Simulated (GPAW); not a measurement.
CsLiCr2Te2S3: changing the dispersion correction

```
Cs Li Cr Te S
1.0
     7.05684    0.00000    0.00788
     0.00000    3.98060    0.00000
    -2.68302    0.00000    8.67869
Cs Li Cr Te S
1 1 2 2 3
Cartesian
  -0.4655 0.0000 3.2730
  3.9824 1.9903 6.8528
  -1.6462 0.0000 8.2124
  1.5770 1.9903 8.4373
  3.1779 0.0000 1.3292
  1.9151 0.0000 6.5041
  4.3316 0.0000 5.9520
  -0.4879 1.9903 7.3270
  6.6516 1.9903 0.4725
```

The cell comes from a database or a generator and needn't be the stable form of this composition.

Kept alike: task single point; functional PBE; k mesh 2 × 4 × 2; occupations fermi-dirac, width 0.05 eV; collinear spin, ferromagnetic start. Program: GPAW, GPAW PAW data sets (gpaw-data 1.2.1), cutoff 800 eV. The mesh is that of the run's cell of 9 atoms. No spin-orbit coupling.

| dispersion correction | pressure (GPa) |
| --- | --- |
| D3(zero) | -0.98 |
| D3(BJ) | -1.59 |
| D4 | -1.53 |
| none | 0.15 |

The k mesh is coarse, so the values aren't converged. Pressure is positive in compression; the values hold the error of the finite cutoff, so their zero can differ a little from the energy's minimum. The runs hold the magnetic state that their start led to, which needn't be the lowest.

Q: What does the dispersion correction change here?

A: The pressure runs from -1.59 (D3(BJ)) to 0.15 GPa (none). Dispersion terms mostly attract, so at fixed cell they lower the pressure.
